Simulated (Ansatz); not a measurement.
K2NaAlH6:
```yaml
crystal:
  lattice:
    - [0.00000, 4.00424, 4.00424]
    - [4.00424, 0.00000, 4.00424]
    - [4.00424, 4.00424, 0.00000]
  atoms:
    - { symbol: K, position: [0.25000, 0.25000, 0.25000] }
    - { symbol: K, position: [0.75000, 0.75000, 0.75000] }
    - { symbol: Na, position: [0.50000, 0.50000, 0.50000] }
    - { symbol: Al, position: [0.00000, 0.00000, 0.00000] }
    - { symbol: H, position: [0.22099, 0.77901, 0.22099] }
    - { symbol: H, position: [0.77901, 0.22099, 0.77901] }
    - { symbol: H, position: [0.22099, 0.77901, 0.77901] }
    - { symbol: H, position: [0.77901, 0.22099, 0.22099] }
    - { symbol: H, position: [0.22099, 0.22099, 0.77901] }
    - { symbol: H, position: [0.77901, 0.77901, 0.22099] }
```

x, y and z are the axes in which the lattice vectors are written.

Q: Give the high-frequency dielectric tensor and the Born effective charge tensors of the independent atoms from DFPT, plane-wave PAW PBEsol (Ansatz code).

A: 
ε∞:
```
3.36  0.00  0.00
0.00  3.36  0.00
0.00  0.00  3.36
```
Z* of atom 1 (K), rows: field, columns: displacement, in e:
```
1.05  0.00  0.00
0.00  1.05  0.00
0.00  0.00  1.05
```
Z* of atom 3 (Na), rows: field, columns: displacement, in e:
```
1.06  0.00  0.00
0.00  1.06  0.00
0.00  0.00  1.06
```
Z* of atom 4 (Al), rows: field, columns: displacement, in e:
```
1.99  0.00  0.00
0.00  1.99  0.00
0.00  0.00  1.99
```
Z* of atom 5 (H), rows: field, columns: displacement, in e:
```
-0.72   0.00   0.00
 0.00  -1.13   0.00
 0.00   0.00  -0.72
```

Static charges for comparison (Bader): K1 +0.77, Na3 +0.79, Al4 +2.24, H5 -0.76 e. Born charges measure polarisation by displacement and can exceed these by far.

Space group Fm-3m. The first step of the workflow began from a Materials Project structure, measured or hypothetical; the Crystallography Open Database copy checked does not list it. Its standing as an ambient phase is unchecked. Symmetry was held in the PBEsol relaxation; its stability against distortions is not shown here.

Potentials: the later of the program's two PAW sets.
